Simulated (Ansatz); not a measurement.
Relax this structure to zero stress and force, keeping its symmetry:

```
Y Au
1.0
    -1.87475    1.87475    4.53771
     1.87475   -1.87475    4.53771
     1.87475    1.87475   -4.53771
Y Au
1 2
Direct
  0.00000 0.00000 0.00000
  0.66504 0.66504 0.00000
  0.33496 0.33496 0.00000
```

These are results of DFT PBEsol, scalar-relativistic, plane waves, PAW (Ansatz 0.2.0), not measurements.

Cutoff 420 eV; k points 16×16×16 on the computed 3-atom cell (Γ-centred); Gaussian smearing, width 0.10 eV; no spin polarisation.

Problem. What does it relax to?

Solution. The volume drops by 1.07 Å³/atom to 20.20 Å³/atom, and the energy falls by 18.4 meV/atom. Final structure:
```cif
data_structure
_symmetry_space_group_name_H-M 'I4/mmm'
_symmetry_Int_Tables_number 139
_cell_length_a 3.6812
_cell_length_b 3.6812
_cell_length_c 8.9424
_cell_angle_alpha 90.000
_cell_angle_beta 90.000
_cell_angle_gamma 90.000
_cell_volume 121.18
loop_
_atom_site_label
_atom_site_type_symbol
_atom_site_symmetry_multiplicity
_atom_site_Wyckoff_symbol
_atom_site_fract_x
_atom_site_fract_y
_atom_site_fract_z
_atom_site_occupancy
Y1 Y 2 a 0.00000 0.00000 0.00000 1
Au1 Au 4 e 0.50000 0.50000 0.16627 1
```

Course of the relaxation (steps run on the plane waves of an earlier cell, and the basis is chosen afresh near the end, so energy and pressure can step there; trial steps that raised the energy were taken back; energies are free energies):

```json
{"step": "1", "E − E_final (meV/atom)": "18.4", "largest force component (eV/Å)": "0.009", "P (GPa)": "-5.23", "V (Å³/atom)": "21.26"}
{"step": "2", "E − E_final (meV/atom)": "42.2", "largest force component (eV/Å)": "0.141", "P (GPa)": "10.29", "V (Å³/atom)": "18.78"}
{"step": "3", "E − E_final (meV/atom)": "0.3", "largest force component (eV/Å)": "0.029", "P (GPa)": "-0.83", "V (Å³/atom)": "20.35"}
{"step": "4", "E − E_final (meV/atom)": "-0.2", "largest force component (eV/Å)": "0.003", "P (GPa)": "-0.02", "V (Å³/atom)": "20.20"}
{"step": "5", "E − E_final (meV/atom)": "0.0", "largest force component (eV/Å)": "0.003", "P (GPa)": "-0.02", "V (Å³/atom)": "20.20"}
```

Spin–orbit coupling is left out, which can shift energies with elements as heavy as these.

Cost: 1 run of about 1.8 core-minutes, on Intel Xeon Platinum 8488C (Sapphire Rapids) (shared hosts).